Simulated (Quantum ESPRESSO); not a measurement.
# Zn3Se2ClF: finding a planted mistake in a log

Computed values, not a measurement. The program is pw.x of Quantum ESPRESSO 7.5 (plane-wave density functional theory). The cell is made up: 7 atoms on a zincblende/diamond lattice with one site empty, with randomly drawn elements, strain and displacements, not relaxed. PseudoDojo standard norm-conserving files (v0.5 for PBE, v0.4.1 for LDA and PBEsol) set the functional; there is no spin polarisation, spin-orbit coupling or dispersion term, and the masses in the input are unused placeholders.

Intended input:

```
&control calculation='scf', pseudo_dir='./dojo.nc.sr.pbe.v0_5.standard.upf', outdir='./o', disk_io='medium', tprnfor=.true., tstress=.true. /
&system ibrav=0, nat=7, ntyp=4, nbnd=59, ecutwfc=85.99341389, nosym=.true., tot_charge=0,
 occupations='smearing', smearing='fd', degauss=0.0018374661
/
&electrons conv_thr=7.350e-09, electron_maxstep=60, /
ATOMIC_SPECIES
Cl 1.0 Cl.upf
F 1.0 F.upf
Se 1.0 Se.upf
Zn 1.0 Zn.upf
CELL_PARAMETERS angstrom
5.1788 0.0 0.0
0.0 5.1788 0.0
0.0 0.0 5.1788
ATOMIC_POSITIONS angstrom
Zn -0.0772 2.5579 2.5457
Zn 2.6022 0.002 2.6162
Zn 2.5813 2.6604 0.028
Se 1.2327 1.3405 1.2579
Cl 1.3155 3.8675 3.9366
Se 3.8928 1.2771 3.8535
F 3.8355 3.868 1.3225
K_POINTS automatic
4 4 4 1 1 1
```

The log is shortened where brackets say so; the opening notice, blank lines, dates and the lines on written files are dropped, and the path of the files is cut. It prints rydbergs, bohrs and kilobars, and counts compression as positive stress. Where no state is partly filled, the Fermi energy that it prints is only some level between the filled and the empty states on the mesh, and need not lie in the true gap.

Log of the intended run:

```
     Program PWSCF v.7.5
     Parallel version (MPI & OpenMP), running on       1 processor cores
     Number of MPI processes:                 1
     Threads/MPI process:                     1
     [start-up lines left out]
     bravais-lattice index     =            0
     lattice parameter (alat)  =       9.7865  a.u.
     unit-cell volume          =     937.3117 (a.u.)^3
     number of atoms/cell      =            7
     number of atomic types    =            4
     number of electrons       =       106.00
     number of Kohn-Sham states=           59
     kinetic-energy cutoff     =      85.9934  Ry
     charge density cutoff     =     343.9737  Ry
     scf convergence threshold =      7.3E-09
     mixing beta               =       0.7000
     number of iterations used =            8  plain     mixing
     Exchange-correlation= PBE
                           (   1   4   3   4   0   0   0)
     [axes and pseudopotential details left out]
   Cartesian axes
     site n.     atom                  positions (alat units)
         1        Zn     tau(   1) = (  -0.0149069   0.4939175   0.4915618  )
         2        Zn     tau(   2) = (   0.5024716   0.0003862   0.5051749  )
         3        Zn     tau(   3) = (   0.4984359   0.5137097   0.0054067  )
         4        Se     tau(   4) = (   0.2380281   0.2588437   0.2428941  )
         5        Cl     tau(   5) = (   0.2540164   0.7467946   0.7601375  )
         6        Se     tau(   6) = (   0.7516799   0.2466015   0.7440913  )
         7        F      tau(   7) = (   0.7406156   0.7468912   0.2553680  )
     number of k points=    32  Fermi-Dirac smearing, width (Ry)=  0.0018
                       cart. coord. in units 2pi/alat
        k(    1) = (   0.1250000   0.1250000   0.1250000), wk =   0.0625000
        k(    2) = (   0.1250000   0.1250000   0.3750000), wk =   0.0625000
     [further k points left out]
     Dense  grid:   100929 G-vectors     FFT dimensions: (  60,  60,  60)
     Estimated max dynamical RAM per process >     152.86 MB
     Initial potential from superposition of free atoms
     starting charge     105.9994, renormalised to     106.0000
     Starting wfcs are   56 randomized atomic wfcs +    3 random wfcs
     total cpu time spent up to now is        8.7 secs
     per-process dynamical memory:    78.0 Mb
     Self-consistent Calculation
     iteration #  1     ecut=    85.99 Ry     beta= 0.70
     Davidson diagonalization with overlap
     ethr =  1.00E-02,  avg # of iterations =  4.7
     Threshold (ethr) on eigenvalues was too large:
     Diagonalizing with lowered threshold
     Davidson diagonalization with overlap
     ethr =  4.72E-04,  avg # of iterations =  2.0
     total cpu time spent up to now is       66.7 secs
     total energy              =   -1821.32770226 Ry
     estimated scf accuracy    <       0.48980916 Ry
     iteration #  2     ecut=    85.99 Ry     beta= 0.70
     Davidson diagonalization with overlap
     ethr =  4.62E-04,  avg # of iterations =  4.3
     total cpu time spent up to now is       96.5 secs
     total energy              =   -1821.42114360 Ry
     estimated scf accuracy    <       0.46782889 Ry
     [iterations 3 to 8 left out]
     iteration #  9     ecut=    85.99 Ry     beta= 0.70
     Davidson diagonalization with overlap
     ethr =  1.44E-10,  avg # of iterations =  2.5
     total cpu time spent up to now is      305.8 secs
     total energy              =   -1821.53481425 Ry
     estimated scf accuracy    <       0.00000001 Ry
     iteration # 10     ecut=    85.99 Ry     beta= 0.70
     Davidson diagonalization with overlap
     ethr =  1.16E-11,  avg # of iterations =  3.2
     total cpu time spent up to now is      338.4 secs
     End of self-consistent calculation
     [lines on levels left out]
     the Fermi energy is     9.0440 ev
!    total energy              =   -1821.53481425 Ry
     estimated scf accuracy    <          1.2E-09 Ry
     smearing contrib. (-TS)   =      -0.00000000 Ry
     internal energy E=F+TS    =   -1821.53481425 Ry
     The total energy is F=E-TS. E is the sum of the following terms:
     one-electron contribution =   -1440.32962774 Ry
     hartree contribution      =     741.69957484 Ry
     xc contribution           =    -252.09341517 Ry
     ewald contribution        =    -870.81134619 Ry
     convergence has been achieved in  10 iterations
     Forces acting on atoms (cartesian axes, Ry/au):
     atom    1 type  4   force =    -0.01511646    0.05571209   -0.02198636
     atom    2 type  4   force =    -0.01344826   -0.01840199   -0.05744156
     atom    3 type  4   force =     0.05533008   -0.00991331    0.02822304
     atom    4 type  3   force =    -0.00612253   -0.05938795   -0.04758101
     atom    5 type  1   force =    -0.04265414    0.04738905   -0.01225663
     atom    6 type  3   force =     0.03805036   -0.01087547    0.09652562
     atom    7 type  2   force =    -0.01603904   -0.00452241    0.01451690
     Total force =     0.181677     Total SCF correction =     0.000094
     Computing stress (Cartesian axis) and pressure
          total   stress  (Ry/bohr**3)                   (kbar)     P=      122.61
   0.00092484   0.00015810  -0.00012729          136.05       23.26      -18.73
   0.00015810   0.00065404  -0.00012228           23.26       96.21      -17.99
  -0.00012729  -0.00012228   0.00092153          -18.73      -17.99      135.56
     init_run     :      8.00s CPU      8.62s WALL (       1 calls)
     electrons    :    322.81s CPU    329.69s WALL (       1 calls)
     forces       :      4.89s CPU      4.97s WALL (       1 calls)
     stress       :     16.91s CPU     17.00s WALL (       1 calls)
     [timing details left out]
     PWSCF        :   5m52.80s CPU   6m 0.72s WALL
     JOB DONE.
```

A second run was made from an input with one planted mistake. Its log:

```
     Program PWSCF v.7.5
     Parallel version (MPI & OpenMP), running on       1 processor cores
     Number of MPI processes:                 1
     Threads/MPI process:                     1
     [start-up lines left out]
     bravais-lattice index     =            0
     lattice parameter (alat)  =       9.8443  a.u.
     unit-cell volume          =     954.0249 (a.u.)^3
     number of atoms/cell      =            7
     number of atomic types    =            4
     number of electrons       =       106.00
     number of Kohn-Sham states=           59
     kinetic-energy cutoff     =      85.9934  Ry
     charge density cutoff     =     343.9737  Ry
     scf convergence threshold =      7.3E-09
     mixing beta               =       0.7000
     number of iterations used =            8  plain     mixing
     Exchange-correlation= PBE
                           (   1   4   3   4   0   0   0)
     [axes and pseudopotential details left out]
   Cartesian axes
     site n.     atom                  positions (alat units)
         1        Zn     tau(   1) = (  -0.0149153   0.4939148   0.4915537  )
         2        Zn     tau(   2) = (   0.5024763   0.0003839   0.5051637  )
         3        Zn     tau(   3) = (   0.4984259   0.5137060   0.0054133  )
         4        Se     tau(   4) = (   0.2380313   0.2588398   0.2428879  )
         5        Cl     tau(   5) = (   0.2540216   0.7467847   0.7601259  )
         6        Se     tau(   6) = (   0.7516797   0.2465927   0.7440780  )
         7        F      tau(   7) = (   0.7406035   0.7468806   0.2553653  )
     number of k points=    32  Fermi-Dirac smearing, width (Ry)=  0.0018
                       cart. coord. in units 2pi/alat
        k(    1) = (   0.1250000   0.1250000   0.1250000), wk =   0.0625000
        k(    2) = (   0.1250000   0.1250000   0.3750000), wk =   0.0625000
     [further k points left out]
     Dense  grid:   102471 G-vectors     FFT dimensions: (  60,  60,  60)
     Estimated max dynamical RAM per process >     155.07 MB
     Initial potential from superposition of free atoms
     starting charge     105.9994, renormalised to     106.0000
     Starting wfcs are   56 randomized atomic wfcs +    3 random wfcs
     total cpu time spent up to now is       16.1 secs
     per-process dynamical memory:    79.0 Mb
     Self-consistent Calculation
     iteration #  1     ecut=    85.99 Ry     beta= 0.70
     Davidson diagonalization with overlap
     ethr =  1.00E-02,  avg # of iterations =  4.8
     Threshold (ethr) on eigenvalues was too large:
     Diagonalizing with lowered threshold
     Davidson diagonalization with overlap
     ethr =  4.75E-04,  avg # of iterations =  2.1
     total cpu time spent up to now is       72.2 secs
     total energy              =   -1821.33833474 Ry
     estimated scf accuracy    <       0.49358885 Ry
     iteration #  2     ecut=    85.99 Ry     beta= 0.70
     Davidson diagonalization with overlap
     ethr =  4.66E-04,  avg # of iterations =  4.1
     total cpu time spent up to now is      100.7 secs
     total energy              =   -1821.42931023 Ry
     estimated scf accuracy    <       0.48747352 Ry
     [iterations 3 to 8 left out]
     iteration #  9     ecut=    85.99 Ry     beta= 0.70
     Davidson diagonalization with overlap
     ethr =  1.51E-10,  avg # of iterations =  2.7
     total cpu time spent up to now is      320.6 secs
     total energy              =   -1821.54778453 Ry
     estimated scf accuracy    <       0.00000001 Ry
     iteration # 10     ecut=    85.99 Ry     beta= 0.70
     Davidson diagonalization with overlap
     ethr =  1.29E-11,  avg # of iterations =  2.9
     total cpu time spent up to now is      357.5 secs
     End of self-consistent calculation
     [lines on levels left out]
     the Fermi energy is     8.7517 ev
!    total energy              =   -1821.54778454 Ry
     estimated scf accuracy    <          1.3E-09 Ry
     smearing contrib. (-TS)   =      -0.00000000 Ry
     internal energy E=F+TS    =   -1821.54778454 Ry
     The total energy is F=E-TS. E is the sum of the following terms:
     one-electron contribution =   -1448.98179717 Ry
     hartree contribution      =     745.16827349 Ry
     xc contribution           =    -252.04244210 Ry
     ewald contribution        =    -865.69181877 Ry
     convergence has been achieved in  10 iterations
     Forces acting on atoms (cartesian axes, Ry/au):
     atom    1 type  4   force =    -0.01450499    0.05005184   -0.02131044
     atom    2 type  4   force =    -0.01275644   -0.01479855   -0.05450206
     atom    3 type  4   force =     0.05206483   -0.01165302    0.02688803
     atom    4 type  3   force =    -0.00436982   -0.05413777   -0.04405551
     atom    5 type  1   force =    -0.03859770    0.04449194   -0.01266682
     atom    6 type  3   force =     0.03514600   -0.00817723    0.09041214
     atom    7 type  2   force =    -0.01698187   -0.00577723    0.01523466
     Total force =     0.169241     Total SCF correction =     0.000110
     Computing stress (Cartesian axis) and pressure
          total   stress  (Ry/bohr**3)                   (kbar)     P=      105.94
   0.00080760   0.00014862  -0.00011350          118.80       21.86      -16.70
   0.00014862   0.00054810  -0.00011395           21.86       80.63      -16.76
  -0.00011350  -0.00011395   0.00080472          -16.70      -16.76      118.38
     init_run     :     12.56s CPU     16.01s WALL (       1 calls)
     electrons    :    315.35s CPU    341.40s WALL (       1 calls)
     forces       :      6.11s CPU      6.19s WALL (       1 calls)
     stress       :     22.45s CPU     22.57s WALL (       1 calls)
     [timing details left out]
     PWSCF        :   5m56.76s CPU   6m26.72s WALL
     JOB DONE.
```

Question: what was wrong in the second input?

Answer: the cell and the positions are scaled by a wrong factor. The input lines that differ, file-writing options aside:

```
- 5.1788 0.0 0.0
+ 5.2094 0.0 0.0
- 0.0 5.1788 0.0
+ 0.0 5.2094 0.0
- 0.0 0.0 5.1788
+ 0.0 0.0 5.2094
- Zn -0.0772 2.5579 2.5457
+ Zn -0.0777 2.573 2.5607
- Zn 2.6022 0.002 2.6162
+ Zn 2.6176 0.002 2.6316
- Zn 2.5813 2.6604 0.028
+ Zn 2.5965 2.6761 0.0282
- Se 1.2327 1.3405 1.2579
+ Se 1.24 1.3484 1.2653
- Cl 1.3155 3.8675 3.9366
+ Cl 1.3233 3.8903 3.9598
- Se 3.8928 1.2771 3.8535
+ Se 3.9158 1.2846 3.8762
- F 3.8355 3.868 1.3225
+ F 3.8581 3.8908 1.3303
```

|  | intended run | run with the mistake |
| --- | --- | --- |
| free energy (eV) | -24783.244 | -24783.420 |
| smearing term -TS (eV) | 0.0000 | 0.0000 |
| pressure (GPa) | 12.26 | 10.59 |
| largest force component (eV/Å) | 2.482 | 2.325 |
| largest change of a force component (eV/Å) |  | 0.157 |
| iterations | 10 | 10 |

For scale, a rerun of the intended cell at 1467 eV and a 6 x 6 x 6 mesh moved values by no more than 0.003 eV in energy, 0.02 GPa in stress and 0.002 eV/Å in force.